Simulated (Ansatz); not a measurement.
Band structure of Rh

```
Rh
1.0
     0.00000    1.90155    1.90155
     1.90155    0.00000    1.90155
     1.90155    1.90155    0.00000
Rh
1
Direct
  0.00000 0.00000 0.00000
```

The cell comes from COD entry 9008482, which wasn't checked; take it as a given geometry.

Theory: DFT, LDA, all-electron LAPW, scalar-relativistic in Ansatz 0.2.0.

Settings: a Γ-centred 16×16×16 k mesh, Fermi–Dirac smearing of 0.03 eV, basis error target 0.25 meV/atom, no spin polarisation.

Points in fractions of the reciprocal vectors of this cell: Γ (0, 0, 0), X (0.5, 0, 0.5), U (0.625, 0.25, 0.625), K (0.375, 0.375, 0.75), L (0.5, 0.5, 0.5), W (0.5, 0.25, 0.75). The path joins them by straight lines in the order Γ–X–U–K–Γ–L–W–X; legs that retrace an earlier one aren't tabulated. Energies are in eV from the Fermi level.

(1) Is there a gap?

(2) List the levels between -20 and 10 eV at the symmetry points.

Answers

(1) none: with an odd electron count and no spin polarisation the bands can't all be full, a metal in this set-up (spin order or a larger cell could open a gap).

(2) 
Γ: -8.05, -3.10 (×3), -0.97 (×2)
X: -6.33, -5.98, 0.58, 1.01 (×2), 3.19
U: -5.53, -4.78, -2.08, -0.67, 0.39, 7.83, 8.51
K: -5.53, -4.78, -2.08, -0.67, 0.39, 7.83, 8.51
L: -6.17, -3.16 (×2), 0.60 (×2), 0.68, 8.56
W: -5.03, -3.82 (×2), -1.20, 1.01, 9.56 (×2)
